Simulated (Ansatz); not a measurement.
The start is a relaxed Se cell, doubled along one cell vector, shaken by Gaussian noise of σ = 0.08 Å a coordinate. Cell shape, volume and atoms are optimised at zero target pressure with PBEsol (plane waves to 420 eV, PAW, scalar-relativistic; Ansatz, an electronic-structure program). The first steps use a coarse 9×5×12 k-mesh.

Input geometry:
```
CELL_PARAMETERS angstrom
     -1.37959     1.37959     5.63929
      2.75918    -2.75918    11.27858
      1.37959     1.37959    -5.63929
ATOMIC_POSITIONS crystal
  Se 0.11615 0.05340 0.98794
  Se 0.10672 0.56735 0.00973
  Se 0.90752 0.45091 0.06379
  Se 0.88656 0.93094 0.97955
```

- Largest initial force: about 0.4 eV/Å, on Se4 (atoms numbered as listed)
- Energy released: 0.11 eV/atom
- Volume change: +0.7 %, from 21.47 to 21.62 Å³/atom
- Relative to the parent: It does not go back: it reaches Pm-3m (No. 221), AFLOW prototype A_cP1_221_a (A_h), 0.09 eV/atom below the parent
- Shortest distances (start → end): The closest pairs of elements (up to four, under 3.6 Å), start → end: Se–Se 2.62 → 2.78 Å
- Band gap at the end: no gap (metallic)
- Optimiser moves: 16

The end point of the relaxation:

```cif
data_Se
_chemical_formula_sum 'Se1'
_space_group_name_H-M_alt 'Pm-3m'
_space_group_IT_number 221
_space_group_name_Hall '-P 4 2 3'
_cell_length_a 2.78600
_cell_length_b 2.78600
_cell_length_c 2.78600
_cell_angle_alpha 90.000
_cell_angle_beta 90.000
_cell_angle_gamma 90.000
loop_
_atom_site_label
_atom_site_type_symbol
_atom_site_symmetry_multiplicity
_atom_site_Wyckoff_symbol
_atom_site_fract_x
_atom_site_fract_y
_atom_site_fract_z
_atom_site_occupancy
Se1 Se 1 b 0.50000 0.50000 0.50000 1
```

Final values are on a 17×17×17 k-mesh of the relaxed cell. No spin polarisation in the result.

The relaxed structure here is a generated cell of Se: the first start was made by placing the elements on the sites of a structure type, and the end was not matched to a known phase here, so it may be hypothetical. Known forms of Se include space group No. 152.
